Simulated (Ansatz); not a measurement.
# ReW₃: why energy differences converge before total energies

All numbers below come from DFT PBEsol, scalar-relativistic, plane waves, PAW (Ansatz).

```xyz
4
Lattice="1.5788 -2.2454 0.0000 1.5788 2.2454 0.0000 0.0000 0.0000 8.9797" Properties=species:S:1:pos:R:3 pbc="T T T"
Re    0.0000    0.0000    0.0000
W     1.5788    0.0000    6.7412
W     0.0000    0.0000    4.4898
W     1.5788    0.0000    2.2385
```

```json
{
  "Γ-centred k-mesh": "16×16×6",
  "occupation rule": "Gaussian smearing, 0.1 eV",
  "spin treatment": "unpolarised"
}
```

A second cell has all atoms moved and the lattice slightly strained:

```yaml
crystal:
  lattice:
    - [1.56800, -2.24461, 0.00775]
    - [1.54881, 2.23111, -0.01055]
    - [-0.00799, -0.03659, 9.05374]
  atoms:
    - { symbol: Re, position: [0.00071, 0.99954, 0.99545] }
    - { symbol: W, position: [0.53121, 0.57720, 0.74368] }
    - { symbol: W, position: [0.02254, 0.04179, 0.50012] }
    - { symbol: W, position: [0.49575, 0.44996, 0.23660] }
```

It ran on a 12×12×4 mesh, another than the first cell's, which shifts the difference by nearly the same amount at every cutoff. Both were run at several values of the cutoff; energies per atom at zero smearing, errors against the largest value (420 eV), which isn't proved converged itself.

```csv
cutoff,"error, first cell (meV)","error, second cell (meV)"
250 eV,647.68,652.38
300 eV,63.92,64.38
350 eV,4.50,4.58
```

**Question.** At the largest value the second cell lies 47.15 meV/atom above the first. What is the error of that difference at each value, and where does each quantity come within 1 meV/atom?

**Answer.** The error of the difference is the second cell's error less the first's:
| cutoff | difference (meV) | its error (meV) |
| --- | --- | --- |
| 250 eV | 51.85 | 4.70 |
| 300 eV | 47.61 | 0.46 |
| 350 eV | 47.23 | 0.08 |

No value below the largest brings the first cell's total energy within 1 meV/atom, while the difference is there from 300 eV on. Most of the error cancels, by a factor of about 138 in the median. A missing short wave mostly misdescribes the region near each nucleus, which both cells share; what doesn't cancel comes largely from the change of volume and bonding.

1 further run of this set isn't shown.